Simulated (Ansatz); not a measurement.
An element in the fcc structure gives these cold pressures by all-electron LAPW under LDA (Ansatz 0.2.0, scalar-relativistic, no spin polarisation).

```tsv
V (Å³/atom)	P (GPa)
14.76	0.00
13.87	22.4
12.99	55.0
11.81	122.6
10.63	235.3
9.45	427.3
8.12	824.1
6.64	1757
```

(1) Which element is it?

## Answers

(1) Pt. Its zero-pressure volume in this structure is near 14.8 Å³/atom; the volume and the steepness of P(V) together point to it, though neighbours can come close. This is the case that was computed; others weren't tested.
